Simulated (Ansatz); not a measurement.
A distorted cell of CoSi2 (fluorite type, space group Fm-3m):

```
CELL_PARAMETERS angstrom
      0.00000     5.36034     5.36034
      2.68017     0.00000     2.68017
      2.68017     2.68017     0.00000
ATOMIC_POSITIONS crystal
  Co 0.00000 0.00000 0.00000
  Co 0.50000 0.00000 0.00000
  Si 0.12500 0.25000 0.25000
  Si 0.62500 0.25000 0.25000
  Si 0.37500 0.75000 0.65291
  Si 0.87500 0.75000 0.75000
```

Calculation: PBE (plane waves to 420 eV, PAW, scalar-relativistic; Ansatz, a program for electronic structure). k mesh 6×12×12 (Γ-centred), Fermi-Dirac smearing 0.05 eV. Energies are smeared free energies. Stress and pressure are positive under compression. With partly filled bands, energies and forces of such displacements shift with the k mesh and the smearing. CoSi2 is run without spin polarisation. CoSi2 was relaxed with its symmetry unable to fall. The PAW data are Ansatz's earlier set.

Question: What forces act on the atoms (eV/Å, Cartesian)?

Answer: 
```csv
atom,Fx,Fy,Fz
Co1,-0.131,0.047,0.068
Co2,-1.673,-1.839,1.446
Si3,0.006,-0.622,-0.033
Si4,-0.747,-0.132,0.022
Si5,2.718,2.673,-1.551
Si6,-0.174,-0.126,0.048
```

Question: Give the stress tensor in GPa and the pressure.

Answer: 
```
    4.4      2.2     -5.4
    2.2      4.4     -5.5
   -5.4     -5.5      3.6
```
The pressure, a third of the trace, is 4.2 GPa.

Question: In it atom 5 sits (-0.260, -0.260, 0.000) Å away from its relaxed site. What is its energy relative to the relaxed cell?

Answer: 654 meV/cell.

(For displaced atoms, the force is minus the slope of the energy, and its curvature is a force constant, which sets phonon frequencies.)
